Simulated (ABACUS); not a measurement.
Consider a self-consistent single point of CdTe (F-43m, 8 atoms in the cell; from Materials Project mp-406, changed as shown).

```xyz
8
Lattice="6.4329 0.0000 0.0000 0.0000 6.4329 0.0000 0.0000 0.0000 6.4329" Properties=species:S:1:pos:R:3 pbc="T T T"
Cd     0.0000     0.0000     0.0000
Cd     0.0000     3.2165     3.2165
Cd     3.2165     0.0000     3.2165
Cd     3.2165     3.2165     0.0000
Te     1.6082     1.6082     4.8247
Te     1.6082     4.8247     1.6082
Te     4.8247     1.6082     1.6082
Te     4.8247     4.8247     4.8247
```

All values come from this method and carry its errors: ABACUS with LDA (PW92), numerical atomic orbitals DZP (confined pseudo-atomic orbitals with Gaussian additions; energy shift 0.01 Ry), PseudoDojo 0.4 standard norm-conserving LDA (tails mended) pseudopotentials.

ABACUS settings:

* **basis**: DZP numerical atomic orbitals, energy shift 0.01 Ry
* **KPT**: Gamma 4 4 4 0 0 0
* **basis_type**: lcao
* **dft_functional**: PWLDA
* **ecutwfc**: 100 Ry
* **smearing_method**: fd
* **smearing_sigma**: 0.00146997 Ry
* **potentials**: PseudoDojo 0.4 standard norm-conserving LDA (tails mended)
* **symmetry**: 1
* **symmetry_prec**: 1e-05
* **ks_solver**: scalapack_gvx
* **scf_nmax**: 100
* **scf_thr**: 1.0e-07
* **mixing_type**: pulay
* **mixing_beta**: 0.4

Results:

* **Number of valence electrons**: 144
* **Number of bands**: 87
* **Number of k-points after the program's reduction**: 10
* **Size of the basis**: 204
* **Number of SCF iterations**: 10
* **Free energy E − TS**: -30460.6277 eV
* **Top of the valence band (on the code's own zero)**: 7.71 eV
* **Gap on the k-point mesh**: 0.78 eV
* **Pressure**: -1.34 GPa

Stress (GPa, positive for compression):
```
-1.34   0.00   0.00
 0.00  -1.34   0.00
 0.00   0.00  -1.34
```

Gaps are taken between levels on the mesh.

For comparison: a first run was changed to give this one (lattice scaled by 0.98), and from it to this one the free energy drops by 34.7 meV/atom, the pressure goes from -3.87 to -1.34 GPa and the gap on the mesh goes from 0.543 to 0.776 eV.

Spin-orbit coupling is left out, which matters for bands and gaps with elements this heavy. The atom-centred basis is finite, which shifts total energies, pressures and gaps against plane waves. The structure comes from a collection of computed structures, made at another level of theory; the collection holds predicted forms beside known ones.

Cost on one core: about 21 core-seconds (a rough figure).

The atomic orbitals were generated for these runs; they are not ABACUS's published sets and were checked against plane waves on a few crystals only.

“Tails mended”: in these copies of the files the far tail of each local potential was reset to the Coulomb form.
